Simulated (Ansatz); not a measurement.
## Calculated ⁷⁵As nuclear quadrupole resonance for As2O3

Cell: an entry of the Crystallography Open Database (COD) whose atoms were relaxed with PBE, the cell held.

Space group Fd-3m:1 (No. 227); a = 11.0734 Å.

| site | Wyckoff | site symmetry | x | y | z |
| --- | --- | --- | --- | --- | --- |
| As | 32e | .3m | 0.3956 | 0.3956 | 0.8956 |
| O | 48f | 2.mm | 0.5723 | 0.7500 | 0.2500 |

One atom of each set is listed; the run and its k-mesh use a cell of 20 atoms with edges of 7.83, 7.83, 7.83 Å.

The numbers come from a DFT calculation in Ansatz (PBE, plane waves and PAW, scalar-relativistic, 420 eV cutoff, Γ-centred 3×3×3 k-points, Fermi–Dirac smearing 0.02 eV).

⁷⁵As: I = 3/2, Q = 311.0 mb (year-2017 value). Static lattice, zero field.

Task: Predict the zero-field ⁷⁵As lines of each site.

Result: For I = 3/2 there is one line, ν = (|C_Q|/2)(1 + η²/3)^½.

| site | atoms | V_zz (10²¹ V/m²) | C_Q (MHz) | η | line frequencies (MHz) |
| --- | --- | --- | --- | --- | --- |
| As | 8 | -25.8 | -194 | 0.00 | 96.9 |

An axis of threefold or higher order runs through As, so V_zz lies along it and η is zero.
